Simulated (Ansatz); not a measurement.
Consider the following.

Starting cell, BN (wurtzite):

```
CELL_PARAMETERS angstrom
      5.08665     0.00000     0.00000
     -1.27166     2.20258     0.00000
      2.54333     0.00000     4.20685
ATOMIC_POSITIONS crystal
  B  0.83338 0.33333 0.99990
  B  0.33338 0.33333 0.99990
  B  0.91672 0.66667 0.49990
  B  0.41672 0.66667 0.49990
  N  0.02068 0.33333 0.62530
  N  0.52068 0.33333 0.62530
  N  0.10402 0.66667 0.12530
  N  0.60402 0.66667 0.12530
```

A phonon eigenvector at L = (0.5, 0.0, 0.5) is frozen into this cell: atom i moves by Q times the vector below, so Q is the largest atomic displacement, in Å. The cell is held. It is one choice among 2 degenerate patterns. (q is in reciprocal vectors of the primitive cell; the cell shown is doubled to hold the pattern.)

```json
[
 {"atom": "B1", "x": "-0.151", "y": "-0.087", "z": "0.227"},
 {"atom": "B2", "x": "0.151", "y": "0.087", "z": "-0.227"},
 {"atom": "B3", "x": "0.558", "y": "0.322", "z": "-0.765"},
 {"atom": "B4", "x": "-0.558", "y": "-0.322", "z": "0.765"},
 {"atom": "N5", "x": "0.388", "y": "0.224", "z": "-0.327"},
 {"atom": "N6", "x": "-0.388", "y": "-0.224", "z": "0.327"},
 {"atom": "N7", "x": "0.269", "y": "0.155", "z": "0.640"},
 {"atom": "N8", "x": "-0.269", "y": "-0.155", "z": "-0.640"}
]
```

Computed with r2SCAN (plane waves to 500 eV, PAW, scalar-relativistic; Ansatz, a first-principles code). k mesh 15×15×15 (Γ-centred), Fermi-Dirac smearing 0.05 eV. E stands for the smeared free energy. BN was relaxed with its symmetry unable to fall. The PAW data are Ansatz's earlier set. The zero of ΔE is the undisplaced structure.

The scan covers Q from -0.280 to 0.280 Å in 13 points.

Q: Which space group does the distorted structure have?

A: Cm (No. 8), lowered from P6_3mc.

Q: Is this a single well or a double well?

A: A single well with its minimum at or next to zero displacement.

Q: What is the energy change at Q = 0.280 Å?

A: 6789 meV/cell.

Q: What harmonic wavenumber does the curvature at Q = 0 give?

A: 896 cm⁻¹.

(For displaced atoms, the force is minus the slope of the energy, and its curvature is a force constant, which sets phonon frequencies.)
